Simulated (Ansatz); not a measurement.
An Ansatz (an electronic-structure program) run. Input:

Ansatz 0.2 input:
```yaml
crystal:
  lattice:
    - [4.9317010898, 0.0, 0.0]
    - [0.0, 8.2075840746, 0.0]
    - [-2.4643123501, 0.0, 4.409688873]
  atoms:
    - { symbol: Si, position: [0.5732127657, 0.9384100646, 0.3280951984] }
    - { symbol: Si, position: [0.4267872343, 0.4384100646, 0.6719048016] }
    - { symbol: Si, position: [0.2455179968, 0.0640849253, 0.6726779486] }
    - { symbol: Si, position: [0.7544820032, 0.5640849253, 0.3273220514] }
    - { symbol: O, position: [0.8790818521, 0.0498093849, 0.4367051394] }
    - { symbol: O, position: [0.1209181479, 0.5498093849, 0.5632948606] }
    - { symbol: O, position: [0.3087265101, 0.0014382789, 0.0005470994] }
    - { symbol: O, position: [0.6912734899, 0.5014382789, 0.9994529006] }
    - { symbol: O, position: [0.5571512728, 0.45251046, 0.435698642] }
    - { symbol: O, position: [0.4428487272, 0.95251046, 0.564301358] }
    - { symbol: O, position: [0.3458892467, 0.2512468862, 0.6916261931] }
    - { symbol: O, position: [0.6541107533, 0.7512468862, 0.3083738069] }
kpoints:
  mp_grid: { grid: [7, 4, 6] }
hamiltonian:
  xc: r2scan
  pseudopotentials: { azcp: { folder: ./paw }, kind: paw }
scf:
  occupations: { method: fixed }
phonons:
  method: dfpt
  response_accuracy: low
  eigenvectors: true
  rigid_motions: translations
  dielectric: true
```

Output (shortened):

```
zone centre: on kpoints.mp_grid the ground state, and the responses unless they are solved on pairs of k-points, stand on 86 of the mesh's 168 k-points, …
Pseudopotentials: kind: paw
Pseudopotential: Si, paw, valence charge 4
Pseudopotential: O, paw, valence charge 6
Functional definition: r2SCAN
Crystal: 12 atoms, lattice volume = 178.493 Å³
Basis set: ecut = 500 eV, 4529 PW (Γ), exchange–correlation on 180×300×200 points (125 copies of the dense FFT grid, shifted against one another)
Bands: 44, of which v1, the nominal top of the filled ones, is band 32 counted from 1 (31 counted from 0)
Symmetry: 2 space group operations
k-points: 86 of 168 (irreducible under 1 space group operation, time reversal used)
PAW frozen core: Si, regenerated for the run's functional
PAW frozen core: O, regenerated for the run's functional
Initial density: superposition of atomic densities (chi_scale 0.1, normalization cell, long waves kept (reshape's long-wave potential 0.01 eV rms))
Initial wavefunctions: pseudopotential atomic-orbital guess
Eigensolver: davidson
Functional: x = r2scan, c = r2scan; τ floored in thin density (d = 2e-4 eV/Å³)
all-band conjugate gradients solve this SCF's bands
SCF 1 converged in 11 iterations: F = -7120.295664 eV  dr2 = 8.21e-11
phonon interpolation: 20 periodic images of 16 blocks of the force constants (a block to an ordered pair of atoms and a translation) lie up to 6.36e-3 Å …
SCF converged after 11 iterations
Free energy (F): -7120.295664 eV
Harris-Foulkes:  -7120.295664 eV  (|F-HF|=3.18e-11)
Internal energy: -7120.295664 eV  (E = F + TS)
E sigma→0 (E₀):  -7120.295664 eV
Fermi energy:    0.566371 eV
--- Per-component energies (eV) ---
  E_band       = -422.218207
  E_kinetic    = 1567.363262
  E_local      = -4655.959736  (includes V_loc(G=0)·N_el)
  E_nonlocal   = 498.874562
  E_hartree    = 1759.231555
  E_xc         = -786.355586
  E_vxc        = -1036.912143  (∫ρ·V_xc dr)
  E_paw        = -3401.461244  (= ΣΔE_a)
  E_vpaw       = -379.368418  (= ΣTr[D̂ρ^β])
  E_aug_tail   = 0.002251  (compensation charges beyond the density's cutoff)
  E_vtau       = 65.318713  (kinetic-family band-sum trace: ∫τ·v_τ [+ j·A + Jᵃ·Aᵃ] dr)
  E_ewald      = -2101.429467
  E_core_change = -0.561261  (= ΣΔE_core)
  E_smearing   =  0.000000  (= −TS)
  E_closure    =  0.000000  (closes the sum)
  Σ components = -7120.295664   (vs F -7120.295664, Δ=0.00e0)
--- Band table (eV; the first three rows and the last of 86) ---
  k-point 0: bands = ["-19.7916", "-19.3575", "-18.4018", "-17.7709", "-17.7414", "-17.7413", "-17.7162", "-17.7157", "-9.0498", "-7.8230", "-6.0346", "-5.2637", "-5.1514", "-5.0046", "-4.9684", "-4.7375", "-2.4286", "-2.1772", "-1.9321", "-1.8349", …
  k-point 1: bands = ["-19.7172", "-19.2764", "-18.4833", "-17.8415", "-17.7783", "-17.7494", "-17.7454", "-17.7313", "-8.8593", "-7.6186", "-6.2352", "-5.2067", "-5.1097", "-5.0564", "-4.8821", "-4.6804", "-2.4660", "-2.1681", "-1.9414", "-1.8747", …
  k-point 2: bands = ["-19.5191", "-19.0569", "-18.7076", "-18.1461", "-17.7965", "-17.7622", "-17.7539", "-17.7487", "-8.3912", "-7.1132", "-6.6919", "-5.4093", "-5.0403", "-4.8845", "-4.6990", "-4.6153", "-2.5330", "-2.0833", "-2.0808", "-1.9847", …
  k-point 85: bands = ["-19.4120", "-19.1316", "-18.6354", "-18.2868", "-17.7833", "-17.7789", "-17.7459", "-17.7373", "-8.1770", "-7.4752", "-6.4811", "-5.7852", "-5.0527", "-4.7603", "-4.6595", "-4.5088", "-2.4545", "-2.4378", "-2.3568", "-2.0275", …
  band table: 44 of 44 bands, residual norms ≤ 1.0e-3 eV
--- Phonons (Γ-DFPT): 18 representative perturbations + reference, on 86 of 168 k-points (Σ response iterations 119) ---
  k mesh reduced under 1 symmetry operation, with k and −k counted as one. Each operation leaves every solved perturbation unchanged …
  ASR residual: 1.454e-3 → 0.000e0 eV/Å²; symmetrization residual: 5.954e-5 eV/Å²
  ASR residual per site (eV/Å²): 1.53e-4 1.53e-4 1.28e-4 1.28e-4 1.45e-3 1.45e-3 1.29e-3 1.29e-3 1.41e-3 1.41e-3 9.98e-4 9.98e-4
  Γ frequencies (cm⁻¹): 0.00 0.00 0.00 52.06 63.39 91.52 126.28 217.35 227.79 254.08 275.23 335.79 339.28 376.65 386.43 421.51 428.61 446.17 450.45 461.48 464.11 500.46 699.28 760.78 781.20 782.27 784.85 809.15 1081.12 1082.57 1085.52 1086.87 1105.47 1170.45 1184.15 1258.35
  ε∞ (high-frequency dielectric tensor):
        2.152132     0.000000    -0.000006
        0.000000     2.157566     0.000000
       -0.000006     0.000000     2.151318
  ε⁰ (static dielectric tensor: ions relaxed, cell fixed):
        3.840004     0.000000     0.000010
        0.000000     3.864084     0.000000
        0.000009     0.000000     3.873897
  ε⁰ − ε∞ (ionic part):
        1.687872     0.000000     0.000015
        0.000000     1.706518     0.000000
        0.000015     0.000000     1.722579
  softest optical mode at Γ: 52.06 cm⁻¹; the repairs (sum rule, projections) moved no ω² at Γ by more than (7.97 cm⁻¹)²
  Born effective charges Z* (e; rows j = field, columns β = displacement):
    site 0:
         3.35127    0.13181   -0.23593
        -0.33575    3.40323    0.05538
         0.19283    0.00372    3.34605
    site 1:
         3.35127   -0.13181   -0.23593
         0.33575    3.40323   -0.05538
         0.19283   -0.00372    3.34605
    site 2:
         3.35111   -0.13163    0.23636
         0.33620    3.40277    0.05285
        -0.19242    0.00404    3.34662
    site 3:
         3.35111    0.13163    0.23636
        -0.33620    3.40277   -0.05285
        -0.19242   -0.00404    3.34662
    site 4:
        -2.22357   -0.46650   -0.73937
        -0.47727   -1.29750   -0.27855
        -0.71236   -0.26022   -1.49256
    site 5:
        -2.22357    0.46650   -0.73937
         0.47727   -1.29750    0.27855
        -0.71236    0.26022   -1.49256
    site 6:
        -1.11179    0.00045   -0.00030
         0.00048   -1.20347    0.55178
        -0.00014    0.54861   -2.67512
    site 7:
        -1.11179   -0.00045   -0.00030
        -0.00048   -1.20347   -0.55178
        -0.00014   -0.54861   -2.67512
    site 8:
        -2.22162   -0.46605    0.73877
        -0.47664   -1.29780    0.27796
         0.71163    0.25976   -1.49281
    site 9:
        -2.22162    0.46605    0.73877
         0.47664   -1.29780   -0.27796
         0.71163   -0.25976   -1.49281
    site 10:
        -1.14538   -0.35817    0.00045
        -0.57827   -3.00724    0.00217
         0.00046    0.00139   -1.03218
    site 11:
        -1.14538    0.35817    0.00045
         0.57827   -3.00724   -0.00217
         0.00046   -0.00139   -1.03218
  Z* charge neutrality: 6.649e-5 e pre-enforcement
  k-mesh period / interband length: 30.3 Å / 0.97 Å = 31.17 at k = (0.0000, 0.0000, 0.0000), direct gap 6.338 eV — 14 or more, which is no proof of convergence
  optical modes at Γ without the LO–TO term, one row a degenerate level:
      ω (cm⁻¹)  modes    IR ((D/Å)²/amu)
         52.06      1             0.0008
         63.39      1             0.0012
         91.52      1             0.0000
        126.28      1             0.0890
        217.35      1             0.0000
        227.79      1             0.4537
        254.08      1             0.3827
        275.23      1             0.0000
        335.79      1             0.2298
        339.28      1             0.8007
        376.65      1             0.1113
        386.43      1             0.0001
        421.51      1             2.5599
        428.61      1             2.6775
        446.17      1             7.2073
        450.45      1            16.7096
        461.48      1            12.5274
        464.11      1             0.0201
        500.46      1             7.3459
        699.28      1             0.5220
        760.78      1             0.0000
        781.20      1             2.3271
        782.27      1             0.0004
        784.85      1             5.0366
        809.15      1             1.6742
       1081.12      1             0.7217
       1082.57      1            58.3178
       1085.52      1             0.0003
       1086.87      1            55.4696
       1105.47      1            41.5721
       1170.45      1            18.2645
       1184.15      1             0.0022
       1258.35      1             2.4004
  optical modes at Γ + LO–TO along q̂ = [1.0000, 0.0000, 0.0000]:
      ω (cm⁻¹)  modes    IR ((D/Å)²/amu)
         52.06      1             0.0008
         63.42      1             0.0004
         91.52      1             0.0000
        126.28      1             0.0890
        217.35      1             0.0000
        230.68      1             0.1253
        254.08      1             0.3827
        275.23      1             0.0000
        335.79      1             0.2298
        339.28      1             0.8007
        376.65      1             0.1112
        386.43      1             0.0001
        425.56      1             0.1345
        428.61      1             2.6775
        450.45      1            16.7114
        461.48      1            12.5274
        464.11      1             0.0201
        466.01      1             1.0686
        545.52      1             7.4900
        699.28      1             0.5220
        760.78      1             0.0000
        782.27      1             0.0004
        784.85      1             5.0366
        787.44      1             1.3187
        809.15      1             1.6742
       1081.12      1             0.7217
       1082.57      1            58.3215
       1085.52      1             0.0003
       1105.47      1            41.5721
       1170.45      1            18.2645
       1184.14      1             0.0035
       1216.04      1            37.7211
       1279.82      1            29.8997
  optical modes at Γ + LO–TO along q̂ = [0.0000, 1.0000, 0.0000]:
      ω (cm⁻¹)  modes    IR ((D/Å)²/amu)
         52.08      1             0.0002
         63.39      1             0.0012
         91.52      1             0.0000
        126.28      1             0.0890
        217.35      1             0.0000
        227.79      1             0.4537
        256.14      1             0.0937
        275.23      1             0.0000
        335.79      1             0.2298
        342.17      1             0.1557
        376.65      1             0.1113
        386.43      1             0.0000
        421.51      1             2.5599
        432.90      1             0.1510
        446.17      1             7.2073
        450.45      1            16.7096
        464.11      1             0.0000
        500.46      1             7.3459
        520.03      1             7.5786
        699.28      1             0.5220
        760.78      1             0.0000
        781.20      1             2.3271
        782.27      1             0.0000
        798.10      1             2.7870
        809.15      1             1.6742
       1081.44      1             0.0217
       1082.57      1            58.3178
       1085.53      1             0.0000
       1086.87      1            55.4696
       1145.16      1             3.0772
       1184.15      1             0.0022
       1258.35      1             2.4004
       1284.11      1            68.1396
  optical modes at Γ + LO–TO along q̂ = [0.0000, 0.0000, 1.0000]:
      ω (cm⁻¹)  modes    IR ((D/Å)²/amu)
         52.06      1             0.0008
         63.39      1             0.0012
         91.52      1             0.0000
        127.36      1             0.0270
        217.35      1             0.0000
        227.79      1             0.4537
        254.08      1             0.3827
        275.23      1             0.0000
        336.59      1             0.0403
        339.28      1             0.8007
        376.94      1             0.0140
        386.43      1             0.0001
        421.51      1             2.5599
        428.61      1             2.6775
        446.18      1             7.2047
        461.48      1            12.5274
        464.11      1             0.0201
        500.46      1             7.3460
        519.70      1             8.4980
        700.99      1             0.3579
        760.78      1             0.0000
        781.20      1             2.3270
        782.27      1             0.0004
        784.85      1             5.0366
        813.21      1             0.8342
       1081.12      1             0.7217
       1085.52      1             0.0003
       1086.87      1            55.4658
       1105.47      1            41.5721
       1170.45      1            18.2645
       1184.14      1             0.0079
       1235.37      1            67.8807
       1258.35      1             2.4026
```

Cost: roughly 50 core-minutes on shared cores.

Space group C222_1. The first step of the workflow began from a Materials Project structure, measured or hypothetical; the Crystallography Open Database files this formula in space group No. 20, but the cells were not matched. It is not the phase usual at ambient conditions (space group No. 92, 152, 154). The cell was relaxed with r²SCAN under the symmetry of its start; of distortions, only those at the zone centre were tested. Point labels and valley counts follow the cell and symmetry of the run, lower than the named group.

Potentials: the earlier of the program's two PAW sets.

Ansatz is a plane-wave DFT program.
